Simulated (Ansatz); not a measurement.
**Ta2O5: an elastic constant from a strain scan**

Computed with Ansatz 0.2.0, DFT r2SCAN, scalar-relativistic, plane waves, PAW. The runs took a 500 eV cutoff, a Γ-centred 8×8×8 mesh and Gaussian smearing (0.05 eV). Spin–orbit coupling is left out, which can shift energies with elements as heavy as these. No spin polarisation. Energies are free energies at this smearing, counted from the undisturbed cell; pressure is positive in compression.

The starting cell (relaxed at this level; it needn't be the usual structure):

```xyz
7
Lattice="-2.6236 2.6236 4.7757 2.6236 -2.6236 4.7757 2.6236 2.6236 -4.7757" Properties=species:S:1:pos:R:3 pbc="T T T"
Ta    0.0000    0.0000    1.8840
Ta    0.0000    0.0000    7.6674
O     0.0000    0.0000    0.0000
O    -1.3118    1.3118    2.3879
O     1.3118   -1.3118    2.3879
O     1.3118    1.3118   -2.3879
O     1.3118    1.3118    2.3879
```

The cell is strained by ε times the Voigt pattern (1, 1, 0, 0, 0, 0) (xx, yy, zz, yz, xz, xy; engineering shear) with fractional coordinates fixed. The cell holds 7 atoms in V0 = 131.49 Å³. The stress column is τ = (1/V0) dE/dε, got from the stress tensor σ (compression positive) at each point as −det(1 + εP) σ : P(1 + εP)⁻¹, with P the pattern as a tensor.

```csv
ε,ΔE (meV/atom),τ (GPa)
-0.1000,799.150,-156.735
-0.0750,417.207,-105.478
-0.0500,172.192,-63.083
-0.0250,39.989,-28.300
0.0000,0.000,0.024
0.0250,34.807,22.891
0.0500,129.690,41.150
0.0750,272.214,55.507
0.0875,357.984,61.415
0.1000,?,?
```

**Question.** Which combination of elastic constants does this scan measure, and how large is it?

**Answer.** For small ε, τ = τ0 + Kε with K = pᵀCp, which for this pattern is C11 + C22 + 2 C12 in the Cartesian frame shown. The parabola through τ at ε = -0.0250, 0 and 0.0250 has slope K = 1024 GPa at zero. The energies per cell, E = NΔE, of the same two points give K = 2[E(ε₊)/ε₊ − E(ε₋)/ε₋]/[(ε₊ − ε₋)V0] = 1021 GPa, in agreement. These are clamped-ion values.

**Question.** Predict the withheld row at ε = 0.1000 from the harmonic law, and compare.

**Answer.** ΔE = V0(τ0 ε + Kε²/2)/N = 600.436 meV/atom and τ = 102.41 GPa. The calculation gives 451.851 meV/atom and 66.57 GPa: the energy lies 25 % below the harmonic value, as bonds soften when stretched.

Forces appear on the atoms along this scan, and letting them relax would lower the energy and soften the response.